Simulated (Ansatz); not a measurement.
Given:

La:
```
CELL_PARAMETERS angstrom
      0.00000     3.33881     3.33881
      3.33881     0.00000     3.33881
      3.33881     3.33881     0.00000
ATOMIC_POSITIONS crystal
  La 0.00000 0.00000 0.00000
  La 0.25000 0.25000 0.25000
```

This is the PBE-relaxed structure.

Task: All from PBE in the plane-wave PAW code Ansatz, unless another level is named. Predict the density of states at the Fermi level.

Result: 0.61 states/eV per atom (mean over ±0.08 eV).

Task: Predict the gap with spin–orbit coupling.

Result: none (metallic).

Space group Fd-3m (diamond). The start of the workflow was typed in or built on a structure type; neither database checked (COD, Materials Project) lists it. It is not the phase usual at ambient conditions (space group No. 194). The PBE relaxation kept the symmetry of its start; whether a distortion lowers the energy is not shown. The volume moved by -37 % from the start of the relaxation. Spin–orbit coupling is left out wherever it is not named.

Potentials: the later of the program's two PAW sets.
